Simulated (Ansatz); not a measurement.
ZrPbO3: do energies and stresses tell the same story?

Computed with DFT PBEsol, scalar-relativistic, plane waves, PAW (Ansatz).

Settings: cutoff 420 eV, Γ-centred mesh 6×6×6 on the computed 5-atom cell, Gaussian smearing of 0.02 eV; no spin polarisation.

Relaxed cell: Pm-3m, a = 4.141 Å, b = 4.141 Å, c = 4.141 Å, α = 90.00°, β = 90.00°, γ = 90.00°, 5 atoms in the primitive cell. Whether it is the stable form of this composition wasn't checked.

Energies at zero smearing and pressures from the stress tensor, at volumes with shape and atoms relaxed:
```json
{"V (Å³/atom)": "13.353", "E − E(first) (meV/atom)": "0.00", "P (GPa)": "12.00"}
{"V (Å³/atom)": "13.779", "E − E(first) (meV/atom)": "-23.02", "P (GPa)": "5.52"}
{"V (Å³/atom)": "14.205", "E − E(first) (meV/atom)": "-30.18", "P (GPa)": "0.00"}
{"V (Å³/atom)": "14.631", "E − E(first) (meV/atom)": "-23.78", "P (GPa)": "-4.70"}
{"V (Å³/atom)": "15.057", "E − E(first) (meV/atom)": "-5.78", "P (GPa)": "-8.69"}
```

Check P = −dE/dV between neighbouring volumes, and get the bulk modulus from the pressures alone.

With 1 eV/Å³ = 160.2 GPa:
| middle V (Å³/atom) | −ΔE/ΔV (GPa) | mean P (GPa) |
| --- | --- | --- |
| 13.566 | 8.654 | 8.758 |
| 13.992 | 2.692 | 2.755 |
| 14.418 | -2.408 | -2.351 |
| 14.844 | -6.766 | -6.695 |

The two differ by 0.10 GPa at most. The mean of two end pressures misses the average over a step by about ΔV² P″/12, up to 0.09 GPa here; with that taken off 0.02 GPa remains. Around V = 14.205 Å³/atom, the two neighbours give B = −V ΔP/ΔV = 14.205 × 10.21 / 0.852 = 170.2 GPa, against B0 = 169.5 GPa from the Birch–Murnaghan fit of the energies.

Spin–orbit coupling is left out, which can shift energies with elements as heavy as these.

Symmetry holds off the tilts and polar distortions that many cubic perovskites undergo.